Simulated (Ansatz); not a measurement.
V2O5: input and output

input.yaml (Ansatz 0.2.0)

```yaml
crystal:
  lattice:
    - [11.544, 0.0, 0.0]
    - [0.0, 3.571, 0.0]
    - [0.0, 0.0, 4.383]
  atoms:
    - { symbol: V, position: [0.60123, 0.25, 0.1086] }
    - { symbol: V, position: [0.89877, 0.25, 0.1086] }
    - { symbol: V, position: [0.10123, 0.75, 0.8914] }
    - { symbol: V, position: [0.39877, 0.75, 0.8914] }
    - { symbol: O, position: [0.4309, 0.25, 0.9972] }
    - { symbol: O, position: [0.0691, 0.25, 0.9972] }
    - { symbol: O, position: [0.9309, 0.75, 0.0028] }
    - { symbol: O, position: [0.5691, 0.75, 0.0028] }
    - { symbol: O, position: [0.6045, 0.25, 0.4697] }
    - { symbol: O, position: [0.8955, 0.25, 0.4697] }
    - { symbol: O, position: [0.1045, 0.75, 0.5303] }
    - { symbol: O, position: [0.3955, 0.75, 0.5303] }
    - { symbol: O, position: [0.75, 0.25, 0.0008] }
    - { symbol: O, position: [0.25, 0.75, 0.9992] }
  symmetry: { tolerance: 0.0003 }
kpoints:
  mp_grid: { grid: [3, 7, 6], shift: [0, 0, 0] }
  band_path:
    path:
      - [0.0, 0.0, 0.0]
      - [0.0, 0.5, 0.0]
      - [0.5, 0.5, 0.0]
      - [0.5, 0.0, 0.0]
      - [0.0, 0.0, 0.0]
      - [0.0, 0.0, -0.5]
      - [0.0, 0.5, -0.5]
      - [0.5, 0.5, -0.5]
      - [0.5, 0.0, -0.5]
      - [0.0, 0.0, -0.5]
      - [0.0, 0.5, 0.0]
    npoints: 6
magnetization:
  spin_polarized: false
scf:
  occupations: { method: fermi_dirac }
  lower_state_search: "off"
  max_iter: 200
hamiltonian:
  pseudopotentials: { kind: paw }
  xc: r2scan
basis:
  ecutwfc: 500
  fft_grid_basis: typed
output:
  forces: true
  stress: true
  eigenvalues: true
  bader: true
  populations: true
  elf: true
  write_potential: true
  volumetric_format: npy
  dos:
    e_range: [-12, 8]
    de: 0.05
    projected: { site_lists: { O: [O], V: [V] } }
checkpoint:
  read: saved_state
```

The saved state is an earlier solution for the same cell, perhaps on another mesh. 

Parts of the output:

```
SCF iter   1: F=-17362.5804 eV  Δρ=1.23e-3  dr2=5.34e-4  dr2_τ=3.71e-3
SCF iter   2: F=-17362.5811 eV  Δρ=7.24e-4  dr2=3.52e-4  dr2_τ=3.14e-4
SCF iter   3: F=-17362.5813 eV  Δρ=4.56e-4  dr2=1.38e-4  dr2_τ=1.33e-4
SCF iter   4: F=-17362.5813 eV  Δρ=2.00e-4  dr2=3.48e-5  dr2_τ=2.27e-5
SCF iter   5: F=-17362.5812 eV  Δρ=4.87e-5  dr2=5.44e-6  dr2_τ=3.19e-7
SCF iter   6: F=-17362.5812 eV  Δρ=2.23e-5  dr2=1.32e-6  dr2_τ=1.19e-7
SCF iter   7: F=-17362.5812 eV  Δρ=1.01e-5  dr2=1.94e-7  dr2_τ=3.07e-8
SCF iter   8: F=-17362.5812 eV  Δρ=8.73e-6  dr2=1.33e-7  dr2_τ=1.42e-8
SCF iter   9: F=-17362.5812 eV  Δρ=2.60e-6  dr2=1.05e-8  dr2_τ=2.20e-9
Free energy (F): -17362.5812 eV
Harris-Foulkes:  -17362.5812 eV  (|F-HF|=7.51e-9)
Internal energy: -17362.5812 eV  (E = F + TS)
E sigma→0 (E₀):  -17362.5812 eV
Entropy (-TS):    0.0000 eV (-0.002 meV/atom)
Fermi energy:    4.7875 eV
--- Per-component energies (eV) ---
  E_band       = -1552.7029
  E_kinetic    = 3092.9454
  E_local      = -11255.1371  (includes V_loc(G=0)·N_el)
  E_nonlocal   = 265.7469
  E_hartree    = 4586.7331
  E_xc         = -1235.3271
  E_vxc        = -1790.1084  (∫ρ·V_xc dr)
  E_paw        = -6067.0599  (= ΣΔE_a)
  E_vpaw       = -1159.4473  (= ΣTr[D̂ρ^β])
  E_aug_tail   = 0.0110  (compensation charges beyond the density's cutoff)
  E_vtau       = 119.8122  (kinetic-family band-sum trace: ∫τ·v_τ [+ j·A + Jᵃ·Aᵃ] dr)
  E_ewald      = -6749.1111
  E_core_change = -1.3825  (= ΣΔE_core)
  E_smearing   =  0.0000  (= −TS)
--- Forces (eV/Å), atoms counted from 1 ---
  atom   1  V      0.1928     0.0000     0.4726
  atom   2  V     -0.1928     0.0000     0.4726
  atom   3  V      0.1928     0.0000    -0.4726
  atom   4  V     -0.1928     0.0000    -0.4726
  atom   5  O      0.0875     0.0000    -0.0541
  atom   6  O     -0.0875     0.0000    -0.0541
  atom   7  O      0.0875     0.0000     0.0541
  atom   8  O     -0.0875     0.0000     0.0541
  atom   9  O     -0.0509     0.0000    -0.5299
  atom  10  O      0.0509     0.0000    -0.5299
  atom  11  O     -0.0509     0.0000     0.5299
  atom  12  O      0.0509     0.0000     0.5299
  atom  13  O      0.0000     0.0000     0.0774
  atom  14  O      0.0000     0.0000    -0.0774
--- Stress (GPa, compression-positive) ---
       -2.2135       0.0000       0.0000
        0.0000      -2.5753       0.0000
        0.0000       0.0000      -3.4809
  P = ⅓ Tr σ = -2.7566 GPa (-27.566 kbar)
--- Bader charges: 14 sites ---
  site symbol  charge [e]  shift [e]
     0      V      2.3145     0.0088
     1      V      2.3145     0.0088
     2      V      2.3145     0.0088
     3      V      2.3145     0.0088
     4      O     -1.1021     0.0015
     5      O     -1.1021     0.0015
     6      O     -1.1021     0.0015
     7      O     -1.1021     0.0015
     8      O     -0.7257     0.0054
     9      O     -0.7257     0.0054
    10      O     -0.7257     0.0054
    11      O     -0.7257     0.0054
    12      O     -0.9735     0.0038
    13      O     -0.9735     0.0038
```

Origin: a database entry at a rescaled volume. Caveats: no spin polarisation, so a magnetic state may lie lower.
